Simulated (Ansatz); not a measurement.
Cr (bcc, W type)

```
Cr
1.0
   -1.42397     1.42397     1.42397
    1.42397    -1.42397     1.42397
    1.42397     1.42397    -1.42397
Cr
1
Direct
  0.00000   0.00000   0.00000
```

This relaxed cell (volume V₀) is scaled evenly in all directions, its shape held. Symmetry pins the atoms to their sites.

The numbers are results of PBE (plane waves to 420 eV, PAW, scalar-relativistic; Ansatz, a quantum-chemistry and plane-wave program), not measurements. k mesh 23×23×23 (Γ-centred), Fermi-Dirac smearing 0.05 eV. E stands for the smeared free energy. Compression counts positive. Cr is run without spin polarisation. Cr was relaxed with its symmetry unable to fall. Real Cr orders magnetically; this run has no moments, which shifts volume and moduli. The zero of ΔE is the relaxed starting cell. The last digit holds for this mesh only.

```json
[
 {"V (Å³/atom)": "9.702", "ΔE (meV/atom)": "320.8"},
 {"V (Å³/atom)": "10.163", "ΔE (meV/atom)": "166.7"},
 {"V (Å³/atom)": "10.625", "ΔE (meV/atom)": "68.7"},
 {"V (Å³/atom)": "11.087", "ΔE (meV/atom)": "15.9"},
 {"V (Å³/atom)": "11.549", "ΔE (meV/atom)": "0.0"},
 {"V (Å³/atom)": "12.011", "ΔE (meV/atom)": "13.9"},
 {"V (Å³/atom)": "12.473", "ΔE (meV/atom)": "51.9"},
 {"V (Å³/atom)": "12.935", "ΔE (meV/atom)": "withheld"},
 {"V (Å³/atom)": "13.397", "ΔE (meV/atom)": "183.0"}
]
```

Problem. Fit a third-order Birch-Murnaghan form (E₀, V₀, B₀, B₀′ free) to the given rows and predict ΔE at V = 12.935.

Solution. Least squares on the 8 given rows: ΔE = E₀ + (9V₀B₀/16)·y²·[2 + (B₀′ − 4)y], y = (V₀/V)^(2/3) − 1, with V₀ = 11.549 Å³/atom, B₀ = 257.0 GPa (160.2 GPa = 1 eV/Å³; the term in eV is multiplied by 1000), B₀′ = 4.23, E₀ = 0.04 meV/atom; root-mean-square residual 0.05 meV/atom. At 12.935 the fit gives 109.5 meV/atom; the calculation gives 109.6 meV/atom, so the interpolation is off by -0.1 (-0.1 %). For the pressure the fit gives -22.9 GPa against the computed -22.9 GPa.

(Under strain, the slope of the energy per volume gives the stress and its curvature an elastic modulus.)
